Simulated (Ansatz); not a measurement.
## Computed properties of YB6

YB6:
```
CELL_PARAMETERS angstrom
      4.07546     0.00000     0.00000
      0.00000     4.07546     0.00000
      0.00000     0.00000     4.07546
ATOMIC_POSITIONS crystal
  Y  0.00000 0.00000 0.00000
  B  0.80119 0.50000 0.50000
  B  0.19881 0.50000 0.50000
  B  0.50000 0.80119 0.50000
  B  0.50000 0.19881 0.50000
  B  0.50000 0.50000 0.80119
  B  0.50000 0.50000 0.19881
```

Space group Pm-3m (No. 221); conventional cell a = 4.0755 Å, b = 4.0755 Å, c = 4.0755 Å, α = 90.00°, β = 90.00°, γ = 90.00°.

Method: PBEsol in the plane-wave PAW code Ansatz. The cell and atoms are relaxed at this level. Other levels are named where they apply.

Cell and energy:

```json
{
  "volume_per_atom": "9.67 Å³",
  "density": "3.77 g/cm³",
  "Formation energy from the elements (no fitted shifts)": "-39 kJ/mol of atoms"
}
```

Electronic structure:

```json
{
  "electronic_character": "metallic (no gap)",
  "Density of states at the Fermi level": "0.12 states/eV per atom (mean over ±0.08 eV)",
  "Gap with spin–orbit coupling": "none (metallic)"
}
```

Mechanics:

```json
{
 "Bulk modulus (Birch–Murnaghan fit)": "177 GPa",
 "Pressure derivative B′": "3.6",
 "Elastic constants (relaxed ions, GPa)": "C11 = 472, C12 = 30.0, C44 = 32.0",
 "mechanical_stability": "stable (all eigenvalues of C positive)",
 "hill_bulk_and_shear_moduli": "177 and 78.1 GPa",
 "Young's modulus": "204 GPa",
 "Poisson's ratio": "0.31",
 "debye_temperature_from_the_elastic_constants": "711 K"
}
```

Phonons:

```json
{
 "highest_zone_centre_frequency": "1365 cm^-1",
 "zone_centre_stability": "no imaginary mode at Γ"
}
```

The first step of the workflow began from a Materials Project structure, measured or hypothetical; the Crystallography Open Database files this formula in space group No. 221, but the cells were not matched. Whether it is the stable phase at ambient conditions was not checked. The cell was relaxed with PBEsol under the symmetry of its start. No spin polarisation was allowed. As this level gives no gap, shear constants depend on the k-mesh and smearing (Fermi–Dirac, 0.1 eV here). As this level gives no gap, phonon frequencies hold no LO–TO term and depend on the k-mesh and smearing (Fermi–Dirac, 0.1 eV here). The references are the lowest solids computed at this level, not always the standard phases. Spin–orbit coupling is left out wherever it is not named.

Potentials: the later of the program's two PAW sets.
